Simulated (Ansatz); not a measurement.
SnTe (rock salt): values from a third-order Birch-Murnaghan fit to a volume scan beside measured ones. Computed values: r2SCAN (plane waves to 500 eV, PAW, scalar-relativistic; Ansatz, a program for electronic structure). SnTe was relaxed with its symmetry unable to fall. Spin-orbit coupling is left out, though Te is heavy.

| quantity | reference | kind |
|---|---|---|
| Lattice constant a (Å) | 6.316 | measured, room temperature or unstated |
| Bulk modulus B₀ (GPa) | 37.8 | measured, room temperature or unstated |

References as given in: Ayanesh Maiti, Ankita Singh, Kartik K. Iyer et al., Applied Physics Letters (2022), arXiv:2109.01420; Cormac Toher, Corey Oses, Jose J. Plata et al., Physical Review Materials (2017), arXiv:1611.05714. Values not taken to low temperature hold thermal and zero-point shifts that a static calculation lacks, so small differences there are no errors of the method.

### Question
What does r2SCAN give, and how far is that from the reference?

### Answer
| quantity | r2SCAN | difference |
|---|---|---|
| Lattice constant a (Å) | 6.370 | +0.9 % |
| Bulk modulus B₀ (GPa) | 44.1 | +16.5 % |



(Under strain, the slope of the energy per volume gives the stress and its curvature an elastic modulus.)
